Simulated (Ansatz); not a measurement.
Given:

AgAu:
Space group R-3m, hexagonal axes (No. 166); a = 2.8660 Å, b = 2.8660 Å, c = 14.1575 Å, α = 90.00°, β = 90.00°, γ = 120.00°

| atom | site | symmetry | x | y | z |
|---|---|---|---|---|---|
| Ag | 3a | -3m | 0.0000 | 0.0000 | 0.0000 |
| Au | 3b | -3m | 0.0000 | 0.0000 | 0.5000 |
(The calculation used a cell of 2 atoms; values per cell refer to that cell.)

This is the PBEsol-relaxed structure.

Q: All from plane-wave PAW PBEsol (Ansatz code), unless another level is named. Estimate the Hill bulk and shear moduli.

A: 147 and 33.6 GPa.

Q: And the highest zone-centre frequency?

A: 168 cm^-1.

The first step of the workflow began from a Materials Project structure, measured or hypothetical; the Crystallography Open Database copy checked does not list it. With Ag and Au taken as one species the cell has the higher symmetry Fm-3m, so it may be an ordered model of a mixed-site phase. Whether it is the stable phase at ambient conditions was not checked. The cell was relaxed with PBEsol under the symmetry of its start; whether a distortion lowers the energy is not shown. The run is not spin-polarised. As this level gives no gap, shear constants depend on the k-mesh and smearing (Fermi–Dirac, 0.1 eV here). As this level gives no gap, phonon frequencies hold no LO–TO term and depend on the k-mesh and smearing (Fermi–Dirac, 0.1 eV here). Axis ratios of metals converge slowly with the k-mesh, so a and c are less sure than the volume. On the denser mesh and wider smearing of the elastic run this cell carries a stress of 0.4 GPa. Spin–orbit coupling is left out wherever it is not named.

Potentials: the later of the program's two PAW sets.
